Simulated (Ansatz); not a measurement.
CdS (zinc blende) is sheared across one {111} plane, shuffle cut: the third cell vector gains the shift, so faults repeat every 10.3 Å. The cut lies between planes 2.57 Å apart; the cell height is held.

```yaml
crystal:
  lattice:
    - [4.19075, 0.00000, 0.00000]
    - [2.09538, 3.62930, 0.00000]
    - [0.00000, 0.00000, 10.26521]
  atoms:
    - { symbol: S, position: [0.66667, 0.66667, 0.87500] }
    - { symbol: S, position: [0.33333, 0.33333, 0.20833] }
    - { symbol: S, position: [0.00000, 0.00000, 0.54167] }
    - { symbol: Cd, position: [0.00000, 0.00000, 0.79167] }
    - { symbol: Cd, position: [0.66667, 0.66667, 0.12500] }
    - { symbol: Cd, position: [0.33333, 0.33333, 0.45833] }
```

In-plane vectors a = (4.191, 0.000) Å, b = (2.095, 3.629) Å, area 15.21 Å². The shift is s times the vector a + b (length 7.259 Å), so s = 1 restores the start. Atoms relax along the normal only. γ = [E(shift) − E(0)] / area.

These are PBE (plane waves to 420 eV, PAW, scalar-relativistic; Ansatz, a quantum-chemistry and plane-wave program) values and carry that method's errors. k mesh 8×8×3 (Γ-centred), Fermi-Dirac smearing 0.05 eV. E is the zero-smearing estimate. Faults lie only 10.3 Å apart, and holding the cell height raises γ above its relaxed value. CdS was relaxed with its symmetry unable to fall. γ is measured from zero shift.

```
s      γ (mJ/m²)
-----  ---------
0.000          0
0.083         74
0.167   withheld
0.250        661
0.333        807
0.417        710
0.500        553
0.583        487
0.667        500
0.750        426
0.833        232
0.917         64
```

Question: Fit a Fourier form (three harmonics of 1 − cos and sin) to the given rows and predict γ at s = 0.167.

Answer: Least squares on the 11 given rows: γ = (305.0)·[1 − cos(2πs)] + (118.0)·sin(2πs) + (132.5)·[1 − cos(4πs)] + (-60.0)·sin(4πs) + (-32.5)·[1 − cos(6πs)], in mJ/m²; root-mean-square residual 5.0 mJ/m². At 0.167 the fit gives 336 mJ/m²; the calculation gives 318 mJ/m², so the interpolation is off by 18 (+5.7 %). 

(The slope of γ gives the shear force per area between the displaced halves; near zero shift its curvature is an elastic stiffness.)
